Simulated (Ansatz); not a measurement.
Given:

Mo:
```cif
data_Mo3
_chemical_formula_sum 'Mo3'
_space_group_name_H-M_alt 'P 1'
_space_group_IT_number 1
_cell_length_a 4.65660
_cell_length_b 4.65660
_cell_length_c 2.54565
_cell_angle_alpha 90.000
_cell_angle_beta 90.000
_cell_angle_gamma 120.000
loop_
_space_group_symop_operation_xyz
  'x, y, z'
loop_
_atom_site_label
_atom_site_type_symbol
_atom_site_fract_x
_atom_site_fract_y
_atom_site_fract_z
_atom_site_occupancy
Mo1 Mo 0.00000 0.00000 0.00000 1
Mo2 Mo 0.66667 0.33333 0.50000 1
Mo3 Mo 0.33333 0.66667 0.50000 1
```

This is the r²SCAN-relaxed structure.

Problem. All from plane-wave PAW r²SCAN (Ansatz code), unless another level is named. Predict the density of states at the Fermi level.

Solution. 1.4 states/eV per atom (mean over ±0.08 eV).

Problem. Predict the gap with spin–orbit coupling.

Solution. none (metallic).

Space group P6/mmm. The start of the workflow was typed in or built on a structure type; neither database checked (COD, Materials Project) lists it. It is not the phase usual at ambient conditions (space group No. 229). The cell was relaxed with r²SCAN under the symmetry of its start. At this level the phase is mechanically unstable. No spin polarisation was allowed. Scalar-relativistic: spin–orbit coupling is off unless named, which matters more the heavier the elements.

Potentials: the earlier of the program's two PAW sets.
